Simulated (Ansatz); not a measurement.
Starting cell, InAs (zinc blende):

```
InAs
1.0
    0.00000     6.18632     6.18632
    3.09316     0.00000     3.09316
    3.09316     3.09316     0.00000
As In
2 2
Direct
  0.37500   0.75000   0.75000
  0.87500   0.75000   0.75000
  0.00000   0.00000   0.00000
  0.50000   0.00000   0.00000
```

A phonon eigenvector at L = (0.5, 0.0, 0.0) is frozen into this cell: atom i moves by Q times the vector below, so Q is the largest atomic displacement, in Å. The cell is held. It is one choice among 2 degenerate patterns. (q is in reciprocal vectors of the primitive cell; the cell shown is doubled to hold the pattern.)

```csv
atom,x,y,z
As1,-0.259,0.472,-0.731
As2,0.259,-0.472,0.731
In3,0.285,-0.520,0.805
In4,-0.285,0.520,-0.805
```

Calculation: PBE (plane waves to 420 eV, PAW, scalar-relativistic; Ansatz, a program for electronic structure). k mesh 9×9×9 (Γ-centred), Fermi-Dirac smearing 0.05 eV. The energy includes the smearing's −TS. With partly filled bands, energies and forces of such displacements shift with the k mesh and the smearing. At this level the bands of InAs touch or barely overlap; measurements give the solid a gap. InAs was relaxed with its symmetry unable to fall. The zero of ΔE is the undisplaced structure.

| Q (Å) | −dE/dQ from forces (eV/Å) | ΔE (eV/cell) |
|---|---|---|
| -0.100 | 0.235 | ___ |
| -0.083 | 0.194 | ___ |
| -0.067 | 0.155 | 0.0051 |
| -0.050 | 0.115 | ___ |
| -0.033 | 0.077 | 0.0013 |
| -0.017 | 0.038 | 0.0003 |
| 0.000 | 0.000 | 0.0000 |
| 0.017 | -0.038 | 0.0003 |
| 0.033 | -0.077 | 0.0013 |
| 0.050 | -0.115 | ___ |
| 0.067 | -0.155 | 0.0051 |
| 0.083 | -0.194 | ___ |
| 0.100 | -0.235 | ___ |

Task: Some entries are withheld; supply them.

Result: 
- -0.100, ΔE (eV/cell): 0.0116
- -0.083, ΔE (eV/cell): 0.0080
- -0.050, ΔE (eV/cell): 0.0029
- 0.050, ΔE (eV/cell): 0.0029
- 0.083, ΔE (eV/cell): 0.0080
- 0.100, ΔE (eV/cell): 0.0116

(For displaced atoms, the force is minus the slope of the energy, and its curvature is a force constant, which sets phonon frequencies.)
